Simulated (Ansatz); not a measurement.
Band table of Hg (bcc type)

```
CELL_PARAMETERS angstrom
-1.36241 1.36241 1.36241
1.36241 -1.36241 1.36241
1.36241 1.36241 -1.36241
ATOMIC_POSITIONS crystal
Hg 0.00000 0.00000 0.00000
```

The cell comes from a relaxation on PAW files under the same functional, begun from a prototype that needn't be the stable phase.

Level of theory: DFT with LDA, scalar-relativistic, in Ansatz 0.2.0; a Γ-centred 15×15×15 k mesh, Fermi–Dirac smearing of 0.1 eV, no spin polarisation. LAPW: all electrons, basis error target 1 meV/atom.

This run: volume at 0.45 of the series' base cell.

Spin–orbit coupling is left out, which matters for the heavy atoms. The structure type is held throughout; the real material can change phase at far lower pressure.

Path points, in fractions of the reciprocal vectors: Γ (0.000, 0.000, 0.000), H (0.500, -0.500, 0.500), N (0.000, 0.000, 0.500), P (0.250, 0.250, 0.250). The distance column jumps between branches of the path. Levels in eV from the Fermi level; bands 20 to 28, counted from the lowest band of the run. The gap is zero, the pressure 479.0 GPa.

```
# k(1/Å) point b20 b21 b22 b23 b24 b25 b26 b27 b28
0.000 Γ -22.34 -15.68 -15.68 -15.68 -11.81 -11.81 10.22 10.22 10.22
0.288 - -21.87 -15.67 -15.67 -15.49 -12.25 -11.65 10.54 10.93 10.93
0.576 - -20.57 -15.55 -15.55 -14.92 -13.41 -11.21 11.36 12.84 12.84
0.865 - -18.81 -15.19 -15.19 -14.93 -14.03 -10.57 11.32 12.47 14.94
1.153 - -17.48 -16.49 -14.44 -14.44 -12.88 -9.50 9.53 13.67 13.68
1.441 - -17.86 -17.50 -13.24 -13.24 -11.61 -7.30 9.75 9.75 10.00
1.729 - -18.91 -18.47 -11.66 -11.66 -10.40 -4.09 5.73 5.73 11.83
2.018 - -19.57 -19.42 -10.00 -10.00 -9.51 -0.69 2.51 2.51 12.41
2.306 H -19.79 -19.79 -9.18 -9.18 -9.18 1.15 1.15 1.15 11.00
2.510 - -19.66 -19.62 -9.81 -9.63 -9.15 0.95 1.01 1.84 12.00
2.714 - -19.30 -19.11 -11.28 -10.80 -9.05 0.52 0.63 3.49 13.92
2.917 - -18.83 -18.28 -13.00 -12.19 -8.91 -0.39 0.48 5.47 13.69
3.121 - -18.51 -17.14 -14.63 -13.23 -8.74 -1.78 0.50 7.44 12.11
3.325 - -18.69 -16.01 -15.74 -13.41 -8.57 -3.55 0.62 9.22 10.14
3.529 - -19.24 -17.06 -14.12 -12.88 -8.42 -5.55 0.78 8.20 10.69
3.733 - -19.73 -17.70 -12.38 -12.24 -8.31 -7.55 0.90 6.75 11.71
3.936 N -19.91 -17.92 -11.96 -11.23 -8.80 -8.28 0.95 6.21 12.08
4.140 - -19.83 -17.85 -12.07 -11.27 -9.72 -8.71 2.11 6.50 12.82
4.344 - -19.63 -17.63 -12.52 -11.46 -11.37 -9.81 4.70 7.33 14.82
4.548 - -19.48 -17.30 -13.94 -12.24 -11.51 -11.23 7.68 8.54 17.70
4.752 - -19.72 -16.89 -15.17 -12.66 -12.48 -11.63 9.83 10.31 15.41
4.955 - -20.51 -16.46 -15.61 -13.92 -12.49 -11.73 10.63 11.64 13.27
5.159 - -21.44 -16.06 -15.67 -14.88 -12.26 -11.78 10.66 11.35 11.62
5.363 - -22.11 -15.78 -15.68 -15.48 -11.95 -11.80 10.37 10.57 10.58
5.567 Γ -22.34 -15.68 -15.68 -15.68 -11.81 -11.81 10.22 10.22 10.22
5.817 - -21.99 -15.78 -15.78 -15.32 -11.90 -11.90 10.45 10.72 10.72
6.066 - -21.02 -16.10 -16.10 -14.20 -12.05 -12.05 11.13 11.63 11.63
6.316 - -19.67 -16.58 -16.58 -12.28 -12.04 -12.04 11.47 11.47 12.27
6.565 - -18.19 -17.04 -17.04 -11.85 -11.85 -9.63 10.09 10.09 11.30
6.815 - -17.30 -17.30 -16.82 -11.59 -11.59 -6.49 6.37 8.39 8.39
7.065 - -17.28 -17.28 -15.88 -11.34 -11.34 -3.33 2.64 6.74 6.74
7.314 - -16.98 -16.98 -15.75 -11.17 -11.17 -1.43 1.53 5.18 5.18
7.564 P -16.50 -16.50 -16.50 -11.11 -11.11 -1.49 3.73 3.73 3.73
7.814 - -17.56 -16.02 -16.02 -11.16 -11.16 -1.27 2.53 2.53 6.68
8.063 - -18.25 -15.79 -15.79 -11.28 -11.28 -0.84 1.86 1.86 10.08
8.313 - -18.16 -16.09 -16.09 -11.28 -11.28 -0.36 1.79 1.79 13.85
8.562 - -17.14 -16.92 -16.92 -10.98 -10.98 0.14 2.04 2.04 16.10
8.812 - -17.97 -17.97 -15.26 -10.46 -10.46 0.62 2.13 2.13 15.59
9.062 - -18.92 -18.92 -12.77 -9.86 -9.86 1.02 1.82 1.82 15.92
9.311 - -19.57 -19.57 -10.32 -9.37 -9.37 1.18 1.37 1.37 12.52
9.561 H -19.79 -19.79 -9.18 -9.18 -9.18 1.15 1.15 1.15 11.00
11.558 P -16.50 -16.50 -16.50 -11.11 -11.11 -1.49 3.73 3.73 3.73
11.702 - -16.96 -16.67 -15.92 -11.14 -11.11 -1.40 2.29 4.06 4.99
11.846 - -17.31 -17.11 -15.22 -11.24 -11.13 -1.16 0.76 4.98 5.99
11.990 - -17.73 -17.56 -14.39 -11.39 -11.14 -0.82 -0.78 6.33 6.61
12.134 - -18.39 -17.73 -13.45 -11.56 -11.17 -2.42 -0.32 6.82 7.92
12.278 - -19.01 -17.83 -12.38 -11.72 -11.19 -4.01 0.16 6.72 9.51
12.423 - -19.49 -17.89 -11.85 -11.21 -11.20 -5.56 0.57 6.49 10.86
12.567 - -19.80 -17.91 -11.93 -11.22 -9.93 -7.06 0.85 6.29 11.77
12.711 N -19.91 -17.92 -11.96 -11.23 -8.80 -8.28 0.95 6.21 12.08
```
